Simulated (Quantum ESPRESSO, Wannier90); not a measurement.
# Tight-binding from DFT: VBiO$_{4}$ (I4₁/a)

Structure: Materials Project mp-23044, symmetrised, not relaxed again. COD (Crystallography Open Database) has the formula in 4 space groups, this one among them (matched by group alone). Computed values, not measurements, from PBEsol: Quantum ESPRESSO (norm-conserving PseudoDojo potentials, cutoff 68 Ry, no spin polarisation, no spin-orbit coupling) on a Γ-centred 4×4×4 mesh, then Wannier90. Density: 8×8×8 mesh, cold smearing 0.01 Ry. Spin-orbit coupling is left out although heavy elements are present.

```
begin unit_cell_cart
ang
    5.1221100000    0.0000000000    0.0000000000
    0.0000000000    5.1221100000    0.0000000000
   -2.5610550000   -2.5610550000    5.7960650000
end unit_cell_cart
mp_grid = 4 4 4
```

### Question
Which shells of neighbouring k-points and which b-vectors and weights does Wannier90 pick for this cell and mesh?

### Answer
```
 *---------------------------------- K-MESH ----------------------------------*
 +----------------------------------------------------------------------------+
 |                    Distance to Nearest-Neighbour Shells                    |
 |                    ------------------------------------                    |
 |          Shell             Distance (Ang^-1)          Multiplicity         |
 |          -----             -----------------          ------------         |
 |             1                   0.271011                      2            |
 |             2                   0.335273                      8            |
 |             3                   0.433697                      4            |
 |             4                   0.509217                      8            |
 |             5                   0.511409                      8            |
 |             6                   0.542022                      2            |
 |             7                   0.613340                      4            |
 |             8                   0.670546                      8            |
       ... (lines left out)
 +----------------------------------------------------------------------------+
 | The b-vectors are chosen automatically                                     |
 | The following shells are used:                       1,  2                 |
 +----------------------------------------------------------------------------+
 |                        Shell   # Nearest-Neighbours                        |
 |                        -----   --------------------                        |
 |                          1               2                                 |
 |                          2               8                                 |
 +----------------------------------------------------------------------------+
 | Completeness relation is fully satisfied [Eq. (B1), PRB 56, 12847 (1997)]  |
 +----------------------------------------------------------------------------+
 |                  b_k Vectors (Ang^-1) and Weights (Ang^2)                  |
 |                  ----------------------------------------                  |
 |            No.         b_k(x)      b_k(y)      b_k(z)        w_b           |
 |            ---        --------------------------------     --------        |
 |             1         0.000000    0.000000    0.271011     4.149379        |
 |             2         0.000000    0.000000   -0.271011     4.149379        |
 |             3         0.000000    0.306670    0.135505     2.658264        |
 |             4         0.306670    0.000000    0.135505     2.658264        |
 |             5         0.000000    0.306670   -0.135505     2.658264        |
 |             6         0.306670    0.000000   -0.135505     2.658264        |
 |             7         0.000000   -0.306670   -0.135505     2.658264        |
 |             8         0.000000   -0.306670    0.135505     2.658264        |
 |             9        -0.306670    0.000000   -0.135505     2.658264        |
 |            10        -0.306670    0.000000    0.135505     2.658264        |
```
